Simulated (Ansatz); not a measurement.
**Pressure against volume: Pb**

```cif
data_structure
_symmetry_space_group_name_H-M 'P 1'
_symmetry_Int_Tables_number 1
_cell_length_a 3.4800
_cell_length_b 3.4800
_cell_length_c 5.5900
_cell_angle_alpha 90.000
_cell_angle_beta 90.000
_cell_angle_gamma 120.000
_cell_volume 58.63
loop_
_atom_site_label
_atom_site_type_symbol
_atom_site_fract_x
_atom_site_fract_y
_atom_site_fract_z
_atom_site_occupancy
Pb1 Pb 0.33333 0.66667 0.25000 1
Pb2 Pb 0.66667 0.33333 0.75000 1
```

The runs use the primitive cell with vectors (3.480, 0.000, 0.000), (-1.740, 3.014, 0.000), (0.000, 0.000, 5.590) Å, to which the k mesh refers.

The cell is COD entry 1537623, as deposited and not checked against the literature; nothing was relaxed.

Spin–orbit coupling is left out, though it moves levels of the heavy atoms by tenths of an eV or more.

Methods: DFT, PBEsol, all-electron LAPW, scalar-relativistic (Ansatz 0.2.0); DFT, PBEsol, PAW with Ansatz's default frozen-core files, scalar-relativistic (Ansatz 0.2.0).

For LAPW: a Γ-centred 14×14×8 k mesh, Fermi–Dirac smearing of 0.08 eV, basis error target 0.5 meV/atom, no spin polarisation. PAW takes a cutoff of 420 eV at this cell (files made with PBE, cores remade for this functional). The Ansatz runs share mesh, smearing and spin set-up. Plane-wave (PAW) pressures include the program's estimate of the Pulay term.

The cell above is scaled evenly, with fractional coordinates and shape held.

```csv
V/V(cell),V (Å³/atom),"P, LAPW (GPa)","P, PAW (GPa)","free energy over the lowest listed, PAW (meV/atom)"
0.9400,27.555,4.70,4.69,31.8
0.9600,28.141,3.32,3.31,17.2
0.9800,28.727,2.09,2.08,7.4
0.9900,29.021,1.53,1.52,4.1
1.0000,29.314,1.00,0.99,1.8
1.0100,29.607,0.49,0.49,0.5
1.0200,29.900,0.02,0.01,0.0
1.0400,30.486,-0.85,-0.85,1.6
1.0600,31.073,-1.62,-1.63,6.1
```

Question: What do Birch–Murnaghan fits to the pressures give?

Answer: LAPW: V0 = 29.91 Å³/atom, B0 = 47 GPa, B0′ = 4.9; PAW: V0 = 29.91 Å³/atom, B0 = 47 GPa, B0′ = 4.9.

PAW's V0 lies -0.02 % from the all-electron value and its B0 0.0 %. With shape and internal coordinates held, B0 is an upper bound to the relaxed modulus.
